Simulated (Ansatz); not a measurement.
AlP:
Space group P6₃/mmc (No. 194); a = b = 3.6042 Å, c = 5.7761 Å, α = β = 90.00°, γ = 120.00°

| atom | site | symmetry | x | y | z |
|---|---|---|---|---|---|
| Al | 2a | -3m. | 0.0000 | 0.0000 | 0.0000 |
| P | 2c | -6m2 | 0.3333 | 0.6667 | 0.2500 |

Relaxed with PBE.

### Question
Which orbitals make up the states near the Fermi level in DFT-PBE in the program Ansatz with PAW potentials?

### Answer
Within 0.5 eV of the Fermi level: P 3p 74 %, Al 3p 12 %, Al 3s 11 %. Projections are on Löwdin-orthogonalised atomic valence shells; empty p or d shells of many metals are not among them.

### Question
Tabulate the density of states.

### Answer
States/eV per cell of 4 atoms, in 0.25 eV bins, energy from the Fermi level.

| E (eV) | total | P 3p | Al 3p | Al 3s |
|---|---|---|---|---|
| -7.85 | 0.00 | 0.00 | 0.00 | 0.00 |
| -7.60 | 0.00 | 0.00 | 0.00 | 0.00 |
| -7.35 | 0.02 | 0.01 | 0.00 | 0.01 |
| -7.10 | 0.28 | 0.15 | 0.01 | 0.10 |
| -6.85 | 1.38 | 0.74 | 0.17 | 0.37 |
| -6.60 | 1.67 | 0.89 | 0.23 | 0.41 |
| -6.35 | 1.37 | 0.73 | 0.22 | 0.32 |
| -6.10 | 1.48 | 0.79 | 0.26 | 0.32 |
| -5.85 | 1.59 | 0.85 | 0.29 | 0.32 |
| -5.60 | 1.30 | 0.69 | 0.25 | 0.22 |
| -5.35 | 1.53 | 0.81 | 0.29 | 0.26 |
| -5.10 | 1.60 | 0.86 | 0.34 | 0.23 |
| -4.85 | 1.08 | 0.60 | 0.23 | 0.13 |
| -4.60 | 1.25 | 0.71 | 0.31 | 0.12 |
| -4.35 | 1.66 | 0.95 | 0.46 | 0.13 |
| -4.10 | 1.93 | 1.12 | 0.56 | 0.12 |
| -3.85 | 1.39 | 0.81 | 0.40 | 0.08 |
| -3.60 | 1.41 | 0.84 | 0.38 | 0.07 |
| -3.35 | 1.58 | 0.96 | 0.39 | 0.09 |
| -3.10 | 1.73 | 1.06 | 0.42 | 0.12 |
| -2.85 | 1.95 | 1.22 | 0.47 | 0.13 |
| -2.60 | 2.04 | 1.32 | 0.48 | 0.11 |
| -2.35 | 2.08 | 1.37 | 0.47 | 0.11 |
| -2.10 | 2.02 | 1.35 | 0.43 | 0.11 |
| -1.85 | 2.11 | 1.45 | 0.41 | 0.12 |
| -1.60 | 2.02 | 1.42 | 0.37 | 0.09 |
| -1.35 | 2.13 | 1.55 | 0.36 | 0.10 |
| -1.10 | 2.34 | 1.77 | 0.34 | 0.12 |
| -0.85 | 2.39 | 1.88 | 0.29 | 0.12 |
| -0.60 | 2.31 | 1.89 | 0.22 | 0.10 |
| -0.35 | 1.46 | 1.16 | 0.16 | 0.08 |
| -0.10 | 0.97 | 0.74 | 0.11 | 0.09 |
| 0.15 | 0.42 | 0.25 | 0.05 | 0.10 |
| 0.40 | 0.29 | 0.12 | 0.05 | 0.11 |
| 0.65 | 0.26 | 0.05 | 0.05 | 0.14 |
| 0.90 | 0.51 | 0.10 | 0.09 | 0.27 |
| 1.15 | 0.97 | 0.21 | 0.16 | 0.48 |
| 1.40 | 1.23 | 0.26 | 0.19 | 0.55 |
| 1.65 | 1.03 | 0.20 | 0.18 | 0.45 |
| 1.90 | 1.19 | 0.23 | 0.22 | 0.49 |
| 2.15 | 1.18 | 0.22 | 0.22 | 0.45 |
| 2.40 | 1.11 | 0.21 | 0.21 | 0.39 |
| 2.65 | 1.27 | 0.23 | 0.29 | 0.41 |
| 2.90 | 1.61 | 0.28 | 0.41 | 0.44 |
| 3.15 | 2.09 | 0.36 | 0.59 | 0.47 |
| 3.40 | 2.09 | 0.35 | 0.70 | 0.34 |
| 3.65 | 2.48 | 0.33 | 1.14 | 0.22 |
| 3.90 | 2.14 | 0.30 | 0.99 | 0.13 |
| 4.15 | 2.87 | 0.38 | 1.40 | 0.19 |
| 4.40 | 2.89 | 0.41 | 1.37 | 0.18 |
| 4.65 | 3.02 | 0.45 | 1.34 | 0.17 |

Space group P6_3/mmc (NiAs type). The start of the workflow was typed in or built on a structure type; neither database checked (COD, Materials Project) lists it. It is not the phase usual at ambient conditions (space group No. 216). The PBE relaxation kept the symmetry of its start; its stability against distortions is not shown here.

Potentials: the earlier of the program's two PAW sets.
